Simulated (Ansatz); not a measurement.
The relaxed structure here is a generated cell of Ru: the first start was made by placing the elements on the sites of a structure type, and the end was not matched to a known phase here, so it may be hypothetical. Known forms of Ru include space group No. 194.

One starting cell of Ru (a generated cell, Ru placed in the AFLOW prototype A_tI2_139_a (A_a)) was relaxed twice with Ansatz (plane waves, PAW, scalar-relativistic): with r2SCAN at 500 eV and with PBE at 420 eV. The r2SCAN result:

```
CELL_PARAMETERS angstrom
     -1.59976     1.59976     1.36429
      1.59976    -1.59976     1.36429
      1.59976     1.59976    -1.36429
ATOMIC_POSITIONS crystal
  Ru 0.00000 0.00000 0.00000
```

```csv
quantity,r2SCAN,PBE
space group,I4/mmm,I4/mmm
volume (Å³/atom),13.97,?
a (Å),3.200,?
c (Å),2.729,?
"gap (eV, no spin-orbit coupling)",0.00,?
```

Task: What does PBE give for the same quantities?

Result: 
- volume (Å³/atom), PBE: 14.25
- a (Å), PBE: 3.228
- c (Å), PBE: 2.736
- gap (eV, no spin-orbit coupling), PBE: 0.00

Both levels end in the same structure; PBE's volume is 2.1 % larger. Neither column is exact.

No spin polarisation in the result. A magnetic state may lie lower.

The run could not lose the symmetry of its start: the end is stationary, and may be a saddle point rather than a minimum.

Ansatz is a first-principles code.
